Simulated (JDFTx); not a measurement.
An input for a modified build of JDFTx (Nb(110), linear PCM (GLSSA13), water, 0.1 M NaF; bohr, hartree) and the course of its log:

```
lattice \
  6.2694120828 3.1347060414 0.0000000000 \
  0.0000000000 4.4331437969 0.0000000000 \
  0.0000000000 0.0000000000 58.5815098634
coords-type Lattice
ion Nb 0.5000000000 0.0000000000 -0.1135121940 0
ion Nb 0.0000000000 0.0000000000 -0.0378373980 0
ion Nb 0.5000000000 0.0000000000 0.0378373980 0
ion Nb 0.0000000000 0.0000000000 0.1135121940 0
ion-species pseudo/nb_pbe_v1.upf
elec-cutoff 20 100
elec-ex-corr gga-PBE
coulomb-interaction Slab 001
coulomb-truncation-embed 0 0 0
kpoint-folding 10 10 1
elec-smearing Fermi 0.01
elec-n-bands 37
target-mu -0.159492
electronic-scf nIterations 100 energyDiffThreshold 1e-07
fluid LinearPCM
pcm-variant GLSSA13
fluid-solvent H2O
fluid-cation Na+ 0.1
fluid-anion F- 0.1
fluid-minimize nIterations 400 knormThreshold 1e-11
wavefunction read f0.wfns
elec-initial-eigenvals f0.eigenvals
elec-initial-fillings read f0.fillings
fluid-initial-state f0.fluidState
dump-name f0_u1.$VAR
dump End State Ecomponents EigStats BandEigs Forces ElecDensity IonicPositions Fillings Kpoints Dtot FluidDebug BoundCharge FluidDensity
```

```
[one cycle in 5 is shown, and the last three; fluid-solver lines are left out]
	FillingsUpdate:  mu: -0.159492000  nElectrons: 50.311295
SCF: Cycle:  0   G: -219.253774494782675   dG: +1.413e+00   |Residual|: 8.516e-02   |deigs|: 1.011e-10
	FillingsUpdate:  mu: -0.159492000  nElectrons: 51.694985
SCF: Cycle:  5   G: -220.631724464074381   dG: -2.304e-02   |Residual|: 1.453e-02   |deigs|: 4.634e-04
	FillingsUpdate:  mu: -0.159492000  nElectrons: 51.618182
SCF: Cycle: 10   G: -220.602107589556255   dG: -3.568e-03   |Residual|: 1.877e-02   |deigs|: 6.227e-05
	FillingsUpdate:  mu: -0.159492000  nElectrons: 51.638148
SCF: Cycle: 15   G: -220.610409017545180   dG: -1.402e-02   |Residual|: 1.770e-02   |deigs|: 2.309e-04
	FillingsUpdate:  mu: -0.159492000  nElectrons: 51.763471
SCF: Cycle: 20   G: -220.646190636592138   dG: -9.919e-03   |Residual|: 1.073e-02   |deigs|: 3.190e-04
	FillingsUpdate:  mu: -0.159492000  nElectrons: 51.742554
SCF: Cycle: 25   G: -220.641770291420357   dG: +3.834e-04   |Residual|: 1.136e-02   |deigs|: 3.352e-05
	FillingsUpdate:  mu: -0.159492000  nElectrons: 51.536360
SCF: Cycle: 30   G: -220.598763205194814   dG: +5.254e-02   |Residual|: 1.996e-02   |deigs|: 1.489e-03
	FillingsUpdate:  mu: -0.159492000  nElectrons: 51.681710
SCF: Cycle: 35   G: -220.646793458034495   dG: -8.916e-03   |Residual|: 1.058e-02   |deigs|: 3.059e-04
	FillingsUpdate:  mu: -0.159492000  nElectrons: 51.655324
SCF: Cycle: 40   G: -220.638715727438012   dG: -6.853e-03   |Residual|: 1.237e-02   |deigs|: 2.517e-04
	FillingsUpdate:  mu: -0.159492000  nElectrons: 51.665406
SCF: Cycle: 45   G: -220.645847755786974   dG: -1.710e-01   |Residual|: 1.105e-02   |deigs|: 2.690e-03
	FillingsUpdate:  mu: -0.159492000  nElectrons: 51.648670
SCF: Cycle: 50   G: -220.641593496040400   dG: -1.215e-03   |Residual|: 1.199e-02   |deigs|: 3.904e-05
	FillingsUpdate:  mu: -0.159492000  nElectrons: 51.031362
SCF: Cycle: 55   G: -220.270940428896324   dG: +3.086e-01   |Residual|: 4.643e-02   |deigs|: 3.011e-03
	FillingsUpdate:  mu: -0.159492000  nElectrons: 50.444309
SCF: Cycle: 60   G: -219.532845012765108   dG: +3.066e-01   |Residual|: 7.796e-02   |deigs|: 1.364e-03
	FillingsUpdate:  mu: -0.159492000  nElectrons: 51.742524
SCF: Cycle: 65   G: -220.657129045550022   dG: -3.832e-04   |Residual|: 7.241e-03   |deigs|: 5.723e-05
	FillingsUpdate:  mu: -0.159492000  nElectrons: 51.747623
SCF: Cycle: 70   G: -220.656111915912675   dG: -1.157e-03   |Residual|: 7.608e-03   |deigs|: 5.255e-05
	FillingsUpdate:  mu: -0.159492000  nElectrons: 50.911801
SCF: Cycle: 75   G: -220.297531813215414   dG: +2.138e-01   |Residual|: 4.672e-02   |deigs|: 2.143e-03
	FillingsUpdate:  mu: -0.159492000  nElectrons: 51.162020
SCF: Cycle: 80   G: -220.465881508939816   dG: -6.451e-02   |Residual|: 3.440e-02   |deigs|: 6.657e-04
	FillingsUpdate:  mu: -0.159492000  nElectrons: 50.579480
SCF: Cycle: 85   G: -219.991468979898855   dG: +6.383e-02   |Residual|: 6.311e-02   |deigs|: 4.066e-04
	FillingsUpdate:  mu: -0.159492000  nElectrons: 51.224315
SCF: Cycle: 90   G: -220.513108943796112   dG: +8.624e-02   |Residual|: 3.027e-02   |deigs|: 1.441e-03
	FillingsUpdate:  mu: -0.159492000  nElectrons: 51.896738
SCF: Cycle: 95   G: -220.666529118628858   dG: -8.479e-02   |Residual|: 2.176e-03   |deigs|: 2.681e-03
	FillingsUpdate:  mu: -0.159492000  nElectrons: 51.200237
SCF: Cycle: 97   G: -220.412670596863535   dG: +2.338e-01   |Residual|: 3.741e-02   |deigs|: 3.330e-03
	FillingsUpdate:  mu: -0.159492000  nElectrons: 51.256600
SCF: Cycle: 98   G: -220.452881595139445   dG: -4.021e-02   |Residual|: 3.441e-02   |deigs|: 3.802e-04
	FillingsUpdate:  mu: -0.159492000  nElectrons: 51.221905
SCF: Cycle: 99   G: -220.431464677093402   dG: +2.142e-02   |Residual|: 3.608e-02   |deigs|: 2.215e-04
SCF: None of the convergence criteria satisfied after 100 iterations.
IonicMinimize: Iter:   0  G: -220.431464677093402  |grad|_K:  0.000e+00
IonicMinimize: Converged (|grad|_K<1.000000e-04).
```

This run gave no converged result. The electronic loop ended without meeting its threshold, so the last energy, electron count and forces aren't results.
